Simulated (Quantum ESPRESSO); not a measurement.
## Calculated data, Si$_{3}$BPC$_{3}$ (made-up cell), AlSi$_{3}$C$_{3}$N (made-up cell), AlInGa$_{2}$As$_{4}$ (made-up cell)

Calculation on a made-up crystal cell, not a measurement, the moved input of one more run found from cubic fits through the family: the fits match the computed values on one interval only; periodic Kohn-Sham density functional theory in plane waves with PseudoDojo standard norm-conserving scalar-relativistic pseudopotentials, each functional with its own files (v0.5 for PBE, v0.4.1 for LDA and PBEsol), no spin polarisation, no spin-orbit coupling, atoms not relaxed, stress positive in tension, energies less a fixed whole-eV offset for each atom's element; levels are Kohn-Sham levels at fractions of this cell's reciprocal vectors, counted from the reference band (half the neutral cell's valence electrons, rounded up) at Gamma; error bars cover cutoff and k-mesh only, not smearing or the files; added strain carries the atoms with the cell, and shear is the tensor component; each bar is the largest change over components, and at least 0.002 eV, 0.002 eV per angstrom or 0.02 GPa; energies are for the whole cell, and the offsets were chosen from early runs and are not element reference energies. Program: Quantum ESPRESSO 7.5.

Common to all runs: functional pbe; scf tolerance 1e-07 eV; electrons removed 0; structure shown one run of the family, not the further run.

(1) Si$_{3}$BPC$_{3}$ (made-up cell)

Reference structure:
```
Si3BPC3
1.0
      3.1780    -0.0074     0.0131
     -0.0128     5.5135     0.0478
      0.0214     0.0451     5.0876
Si P Si C B
1 1 2 3 1
Direct
  -0.02366 -0.00920 0.02153
  0.51796 0.50457 0.01280
  0.48974 0.15832 0.51048
  -0.03657 0.66563 0.50251
  0.00699 -0.01910 0.37167
  0.46091 0.51680 0.40838
  0.50349 0.18466 0.87768
  -0.01260 0.65636 0.86139
```

* lattice type: wurtzite
* cutoff: 1116 eV
* fermi dirac smearing: 0.025 eV
* moved input: shift of site 6 along z
* moved input in the structure shown: 0.0546 Å
* reference band: 16
* further run fz on site 6: 0.089 eV/Å
* further run next band up at 15 percent along a: 2.061 eV
* further run free energy less offsets: -3.381 eV
* further run fz on site 4: -2.409 eV/Å
* k mesh: 6 x 4 x 4, shifted by half a step
* moved input of the further run: -0.1462 Å
* interval low: -0.1474 Å
* interval high: -0.1448 Å
* energy against integrated force or stress: 7.695e-05 eV
* error bar energy: 0.005074 eV
* error bar force: 0.01134 eV/Å
* error bar next band up: 0.002 eV

Atoms:
| atoms element | atom site | atom energy offset (eV) |
| --- | --- | --- |
| Si | 1 | -115 |
| P | 2 | -189 |
| Si | 3 | -115 |
| Si | 4 | -115 |
| C | 5 | -163 |
| C | 6 | -163 |
| C | 7 | -163 |
| B | 8 | -79 |

Family:
| moved input (Å) | fz on site 6 (eV/Å) | next band up at 15 percent along a (eV) | free energy less offsets (eV) | fz on site 4 (eV/Å) |
| --- | --- | --- | --- | --- |
| -0.1601 | 0.438 | 2.033 | -3.377 | -2.494 |
| -0.132 | -0.251 | 2.09 | -3.38 | -2.322 |
| -0.1161 | -0.612 | 2.12 | -3.373 | -2.226 |
| 0.0546 | -3.443 | 2.382 | -3.002 | -1.325 |
| 0.1299 | -4.211 | 2.461 | -2.712 | -1.044 |
| 0.1456 | -4.342 | 2.474 | -2.645 | -0.997 |

(2) AlSi$_{3}$C$_{3}$N (made-up cell)

Reference structure:
```
AlSi3C3N
1.0
      3.0421     0.0000     0.0000
      0.0000     5.2690     0.0000
      0.0000     0.0000     4.9677
Al Si N C
1 3 1 3
Direct
  -0.00943 0.00533 0.01007
  0.50925 0.49835 0.00030
  0.49923 0.17248 0.50293
  0.01190 0.66641 0.49143
  0.00641 0.00173 0.38034
  0.49666 0.50389 0.38569
  0.49239 0.15954 0.87513
  -0.02005 0.66711 0.86465
```

- lattice type: wurtzite
- cutoff: 1143 eV
- fermi dirac smearing: 0.025 eV
- moved input: shift of site 2 along y
- moved input in the structure shown: 0.0087 Å
- further run fy on site 2: 2.047 eV/Å
- further run fy on site 7: 1.56 eV/Å
- further run fy on site 8: -1.705 eV/Å
- further run fy on site 1: -1.41 eV/Å
- k mesh: 6 x 4 x 4, shifted by half a step
- moved input of the further run: -0.0749 Å
- interval low: -0.0753 Å
- interval high: -0.07452 Å
- energy against integrated force or stress: 8.873e-06 eV
- error bar energy: 0.002006 eV
- error bar force: 0.004484 eV/Å

Atoms:
| atoms element | atom site | atom energy offset (eV) |
| --- | --- | --- |
| Al | 1 | -64 |
| Si | 2 | -115 |
| Si | 3 | -115 |
| Si | 4 | -115 |
| N | 5 | -283 |
| C | 6 | -163 |
| C | 7 | -163 |
| C | 8 | -163 |

Family:
| moved input (Å) | fy on site 2 (eV/Å) | fy on site 7 (eV/Å) | fy on site 8 (eV/Å) | fy on site 1 (eV/Å) |
| --- | --- | --- | --- | --- |
| -0.0817 | 2.259 | 1.462 | -1.753 | -1.451 |
| 0.0087 | -0.311 | 2.505 | -1.088 | -0.899 |
| 0.0269 | -0.771 | 2.655 | -0.949 | -0.788 |
| 0.0389 | -1.065 | 2.745 | -0.857 | -0.715 |
| 0.0657 | -1.694 | 2.919 | -0.651 | -0.551 |
| 0.0744 | -1.891 | 2.969 | -0.584 | -0.498 |

(3) AlInGa$_{2}$As$_{4}$ (made-up cell)

Reference structure:
```
AlInGa2As4
1.0
      6.0081     0.0955    -0.0015
      0.0955     5.8943    -0.0348
     -0.0015    -0.0348     6.0064
Ga Al In Ga As
1 1 1 1 4
Direct
  0.02579 -0.00544 -0.03176
  0.00003 0.52632 0.49721
  0.50119 -0.03817 0.52205
  0.51196 0.49802 -0.00320
  0.26235 0.23705 0.23021
  0.23081 0.75415 0.75140
  0.74898 0.25983 0.75446
  0.72957 0.78240 0.24436
```

- lattice type: zincblende/diamond
- cutoff: 1143 eV
- fermi dirac smearing: 0.1 eV
- moved input: shift of site 3 along z
- moved input in the structure shown: 0.0081 Å
- further run fz on site 3: 2.488 eV/Å
- further run fx on site 3: -1.969 eV/Å
- further run fz on site 8: -3.043 eV/Å
- further run fx on site 8: 3.573 eV/Å
- k mesh: 6 x 6 x 6, shifted by half a step
- moved input of the further run: -0.1381 Å
- interval low: -0.1386 Å
- interval high: -0.1378 Å
- energy against integrated force or stress: 0.0002425 eV
- error bar energy: 0.00396 eV
- error bar force: 0.002 eV/Å

Atoms:
| atoms element | atom site | atom energy offset (eV) |
| --- | --- | --- |
| Ga | 1 | -2080 |
| Al | 2 | -64 |
| In | 3 | -1808 |
| Ga | 4 | -2080 |
| As | 5 | -2887 |
| As | 6 | -2887 |
| As | 7 | -2887 |
| As | 8 | -2887 |

Family:
| moved input (Å) | fz on site 3 (eV/Å) | fx on site 3 (eV/Å) | fz on site 8 (eV/Å) | fx on site 8 (eV/Å) |
| --- | --- | --- | --- | --- |
| -0.1883 | 3.185 | -2.451 | -3.456 | 4.044 |
| -0.0162 | 0.883 | -0.923 | -2.142 | 2.635 |
| 0.0081 | 0.581 | -0.732 | -1.98 | 2.478 |
| 0.0506 | 0.069 | -0.409 | -1.712 | 2.227 |
| 0.0892 | -0.376 | -0.126 | -1.485 | 2.022 |
| 0.1857 | -1.403 | 0.544 | -0.986 | 1.594 |
